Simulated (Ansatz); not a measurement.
Starting cell, TiN (rock salt):

```
CELL_PARAMETERS angstrom
      0.00000     2.12337     2.12337
      2.12337     0.00000     2.12337
      2.12337     2.12337     0.00000
ATOMIC_POSITIONS crystal
  N  0.00000 0.00000 0.00000
  Ti 0.50000 0.50000 0.50000
```

Scan: atom 1 (N, nearest neighbour Ti at 2.123 Å; its periodic images, 3.0 Å or more away, move with it) is displaced along Cartesian [110], direction (0.707, 0.707, 0.000) in Cartesian axes, by s. The other atoms stay.

Calculation: PBE (plane waves to 420 eV, PAW, scalar-relativistic; Ansatz, a first-principles code). k mesh 15×15×15 (Γ-centred), Fermi-Dirac smearing 0.05 eV. E stands for the smeared free energy. With partly filled bands, energies and forces of such displacements shift with the k mesh and the smearing. The PAW data are Ansatz's earlier set. TiN is run without spin polarisation. TiN was relaxed with its symmetry unable to fall. ΔE is measured from the undisplaced structure. The last digit holds for this mesh only.

```tsv
s (Å)	ΔE (meV/cell)
-0.420	890.9
-0.336	575.1
-0.252	323.4
-0.168	143.3
-0.084	35.9
0.000	0.0
0.084	35.9
0.168	143.3
0.252	323.4
0.336	575.1
0.420	890.9
```

Question: What force constant k = d²E/ds² at s = 0 does the table give?

Answer: 10 eV/Å². It is the second difference of the nearest points, corrected with the next pair.

Question: With k = 10.19 eV/Å² from the forces, is the well harmonic out to s = 0.420 Å?

Answer: ½ks² = 899 meV/cell against the computed 891 meV/cell, so the well is close to harmonic there.

(For displaced atoms, the force is minus the slope of the energy, and its curvature is a force constant, which sets phonon frequencies.)
